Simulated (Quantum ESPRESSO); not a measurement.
# Band energies of LiNbF$_{6}$

```
CELL_PARAMETERS angstrom
      2.55732     1.47647     4.55700
     -2.55732     1.47647     4.55700
      0.00000    -2.95293     4.55700
ATOMIC_POSITIONS crystal
  Li 0.50000 0.50000 0.50000
  F  0.24675 0.87185 0.63645
  F  0.75325 0.12815 0.36355
  F  0.87185 0.63645 0.24675
  F  0.12815 0.36355 0.75325
  F  0.63645 0.24675 0.87185
  F  0.36355 0.75325 0.12815
  Nb 0.00000 0.00000 0.00000
```

LDA (pw.x of Quantum ESPRESSO, ONCV potentials, scalar-relativistic); path ΓLB1,BZΓX,QFP1Z,LP; energies in eV from the valence-band maximum.

```
k (1/Å)  point  band 25  band 26  band 27  band 28  band 29  band 30  band 31  band 32
-------  -----  -------  -------  -------  -------  -------  -------  -------  -------
0.00         Γ    -0.24    -0.22    -0.22    -0.01    -0.01     5.38     5.40     5.40
0.25              -0.30    -0.26    -0.23    -0.02     0.00     5.37     5.38     5.40
0.75         L    -0.29    -0.24    -0.23    -0.18    -0.06     5.28     5.35     5.44
0.94              -0.34    -0.32    -0.18    -0.13    -0.08     5.30     5.35     5.44
1.33        B1    -0.58    -0.53    -0.21    -0.11    -0.08     5.36     5.39     5.45
1.33         B    -0.58    -0.53    -0.21    -0.11    -0.08     5.36     5.39     5.45
1.76              -0.48    -0.30    -0.27    -0.14    -0.12     5.43     5.45     5.46
1.97         Z    -0.44    -0.25    -0.25    -0.14    -0.14     5.42     5.47     5.47
2.20              -0.36    -0.25    -0.25    -0.08    -0.08     5.41     5.45     5.45
2.43              -0.30    -0.24    -0.24    -0.02    -0.02     5.39     5.42     5.42
2.66         Γ    -0.24    -0.22    -0.22    -0.01    -0.01     5.38     5.40     5.40
2.84              -0.29    -0.26    -0.24    -0.01     0.00     5.38     5.38     5.40
3.03              -0.39    -0.30    -0.18    -0.04     0.00     5.35     5.39     5.39
3.39              -0.56    -0.31    -0.14    -0.11    -0.08     5.32     5.38     5.42
3.57         X    -0.52    -0.32    -0.18    -0.15    -0.06     5.34     5.37     5.45
3.57         Q    -0.52    -0.32    -0.18    -0.15    -0.06     5.34     5.37     5.45
3.89         F    -0.32    -0.30    -0.28    -0.26    -0.03     5.36     5.38     5.48
3.89        P1    -0.56    -0.33    -0.23    -0.18    -0.07     5.37     5.41     5.46
4.03              -0.64    -0.32    -0.23    -0.16    -0.10     5.40     5.43     5.46
4.17              -0.56    -0.31    -0.26    -0.14    -0.12     5.43     5.44     5.46
4.45         Z    -0.44    -0.25    -0.25    -0.14    -0.14     5.42     5.47     5.47
4.45         L    -0.29    -0.24    -0.23    -0.18    -0.06     5.28     5.35     5.44
4.69              -0.44    -0.29    -0.21    -0.17    -0.06     5.31     5.39     5.43
4.94         P    -0.56    -0.33    -0.23    -0.18    -0.07     5.37     5.41     5.46
```

The LDA gap is indirect, 5.28 eV, from 20 % of the way from Γ to X to L; the smallest direct gap is 5.34 eV. Another valence extremum on the path lies within 0.02 eV, too close to call.

Spin-orbit splittings are left out.

Geometry of the Materials Project entry, not relaxed at this level.

The structure is a Materials Project entry; no match was found in the copy of COD used, and its stability was not checked.
